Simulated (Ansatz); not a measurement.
Molecular dynamics on a 1×1×1 supercell (4 atoms) of LaScAs2 (ordering on rocksalt), relaxed with r2SCAN. Forces come from r2SCAN in the plane-wave code Ansatz: Langevin thermostat and barostat (NPT), 1700 K, steps of 2 fs. Spin polarisation is off, nuclei are classical, and the run is far too short for thermal averages. The structure comes from a prototype and may be hypothetical.

```yaml
crystal:
  lattice:
    - [2.0716804991, 1.1960852937, 6.7125783374]
    - [-2.0716804991, 1.1960852937, 6.7125783374]
    - [0.0, -2.3921705878, 6.7125783373]
  atoms:
    - { symbol: Sc, position: [1.0, 0.0, 0.0] }
    - { symbol: La, position: [0.5, 0.5, 0.5] }
    - { symbol: As, position: [0.2595488248, 0.2595488248, 0.2595488248] }
    - { symbol: As, position: [0.7404511752, 0.7404511752, 0.7404511752] }
kpoints:
  mp_grid: { grid: [4, 4, 4] }
hamiltonian:
  xc: r2scan
scf:
  occupations: { method: fermi_dirac, width: 0.146 }
md:
  ensemble: npt_langevin
  temperature: 1700
  timestep: 2.0
  n_steps: 40
  initial_velocities: maxwell_boltzmann
  seed: 984
```

Run as `ansatz run input.yaml --threads 4 --pin off --max-ram 3686MiB --backend cpu --events-out ev --progress --plain --runs-dir out`. It ended after 7.6 min on 4 threads of Arm Neoverse N1, with other jobs on the host; peak host memory 0.75 GiB.

| step | t (fs) | T (K) | free energy F from step 0 (meV/atom) | kinetic energy (meV/atom) | pressure (GPa) | volume (Å³/atom) | largest force (eV/Å) |
| --- | --- | --- | --- | --- | --- | --- | --- |
| 0 | 0 | 1275 | 0.0 | 164.8 | 0.69 | 24.95 | 0.03 |
| 1 | 2 | 1194 | 0.6 | 154.3 | 0.60 | 24.96 | 0.12 |
| 2 | 4 | 1423 | 2.5 | 183.9 | 0.69 | 24.97 | 0.25 |
| 3 | 6 | 1472 | 5.9 | 190.2 | 0.71 | 24.98 | 0.38 |
| 4 | 8 | 1443 | 10.7 | 186.5 | 0.69 | 24.99 | 0.52 |
| 5 | 10 | 1448 | 16.9 | 187.2 | 0.72 | 25.01 | 0.66 |
| 6 | 12 | 1410 | 24.5 | 182.2 | 0.79 | 25.01 | 0.79 |
| 7 | 14 | 1210 | 33.0 | 156.4 | 0.84 | 24.99 | 0.92 |
| 8 | 16 | 1213 | 42.5 | 156.8 | 1.04 | 24.98 | 1.06 |
| 9 | 18 | 1078 | 53.1 | 139.4 | 1.15 | 24.97 | 1.21 |
| 10 | 20 | 1174 | 64.5 | 151.8 | 1.37 | 24.96 | 1.35 |
| 11 | 22 | 1146 | 76.9 | 148.1 | 1.52 | 24.96 | 1.47 |
| 12 | 24 | 816 | 88.6 | 105.5 | 1.46 | 24.97 | 1.58 |
| 13 | 26 | 888 | 99.6 | 114.8 | 1.64 | 24.97 | 1.67 |
| 14 | 28 | 802 | 110.4 | 103.6 | 1.74 | 24.96 | 1.74 |
| 15 | 30 | 894 | 120.0 | 115.5 | 1.94 | 24.95 | 1.77 |
| 16 | 32 | 820 | 128.9 | 106.0 | 2.04 | 24.94 | 1.78 |
| 17 | 34 | 885 | 138.0 | 114.4 | 2.26 | 24.92 | 1.79 |
| 18 | 36 | 722 | 146.8 | 93.3 | 2.37 | 24.89 | 1.81 |
| 19 | 38 | 714 | 153.5 | 92.3 | 2.51 | 24.87 | 1.80 |
| 20 | 40 | 864 | 159.9 | 111.7 | 2.72 | 24.86 | 1.82 |
| 21 | 42 | 954 | 166.5 | 123.3 | 2.92 | 24.84 | 1.89 |
| 22 | 44 | 896 | 172.1 | 115.9 | 3.01 | 24.83 | 1.95 |
| 23 | 46 | 1032 | 176.6 | 133.4 | 3.19 | 24.82 | 2.00 |
| 24 | 48 | 798 | 180.6 | 103.2 | 3.22 | 24.79 | 2.05 |
| 25 | 50 | 722 | 183.7 | 93.4 | 3.35 | 24.75 | 2.11 |
| 26 | 52 | 649 | 185.8 | 83.8 | 3.47 | 24.72 | 2.17 |
| 27 | 54 | 728 | 187.5 | 94.1 | 3.63 | 24.69 | 2.21 |
| 28 | 56 | 399 | 187.4 | 51.5 | 3.55 | 24.67 | 2.24 |
| 29 | 58 | 381 | 184.2 | 49.2 | 3.63 | 24.63 | 2.24 |
| 30 | 60 | 416 | 178.8 | 53.8 | 3.68 | 24.60 | 2.22 |
| 31 | 62 | 580 | 172.1 | 75.0 | 3.70 | 24.60 | 2.19 |
| 32 | 64 | 840 | 164.4 | 108.6 | 3.73 | 24.60 | 2.16 |
| 33 | 66 | 860 | 156.0 | 111.1 | 3.65 | 24.60 | 2.10 |
| 34 | 68 | 889 | 148.3 | 114.9 | 3.62 | 24.59 | 2.05 |

The temperature starts at 1275 K, is lowest at step 29 (381 K, 58 fs) and ends at 889 K. The thermostat hasn't had time to restore it. The atoms start on their lattice sites with kinetic energy alone, so much of it first passes into potential energy. The first value is 3/4 of the setting, since velocities are drawn without the motion of the centre of mass and T is counted over all atoms. The job's limit cut the run after 34 of 40 steps.

Positions (Å) and forces (eV/Å) at step 34:
```
cell (Å): 2.062 1.190 6.680; -2.062 1.190 6.680; 0.000 -2.380 6.680
Sc   2.196   1.078   6.693    -0.856   0.182  -0.009
La  -0.010   0.111   9.898    -0.150  -0.640   1.181
As   0.060  -0.112   5.535     0.152   0.146  -2.037
As  -0.087  -0.024  14.825     0.854   0.312   0.865
```
